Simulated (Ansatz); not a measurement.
Sb:
```
Sb
1.0
    3.08725     0.00000     0.00000
    0.00000     3.08725     0.00000
    0.00000     0.00000     3.08725
Sb
1
Direct
  0.00000   0.00000   0.00000
```

Relaxed with r²SCAN. Special points in fractions of this cell's reciprocal vectors: Γ (0.000, 0.000, 0.000); X (0.000, 0.500, 0.000); M (0.500, 0.500, 0.000); R (0.500, 0.500, 0.500).

Q: List the band energies nearest the Fermi level at these points for r²SCAN in the plane-wave PAW code Ansatz.

A: In eV from the Fermi level; about four levels below and three above (degenerate sets whole), none deeper than 8.9 eV; … stands for higher levels left out; points with the same levels are listed once.

```
k                    below           above
-  -----------------------  --------------
Γ                        –  3.41 3.41 3.41
X                    -6.03  5.59 5.59 9.82
M        -7.67 -3.91 -3.91     2.38 7.86 …
R  -4.43 -1.90 -1.90 -1.90               …
```

Space group Pm-3m (simple cubic). The workflow started from a Materials Project entry (that database holds measured and hypothetical structures alike); the Crystallography Open Database files this formula in space group No. 221, but the cells were not matched. It is not the phase usual at ambient conditions (space group No. 166). Symmetry was held in the r²SCAN relaxation; its stability against distortions is not shown here. Scalar-relativistic: spin–orbit coupling is off unless named, which matters more the heavier the elements.

Potentials: the earlier of the program's two PAW sets.
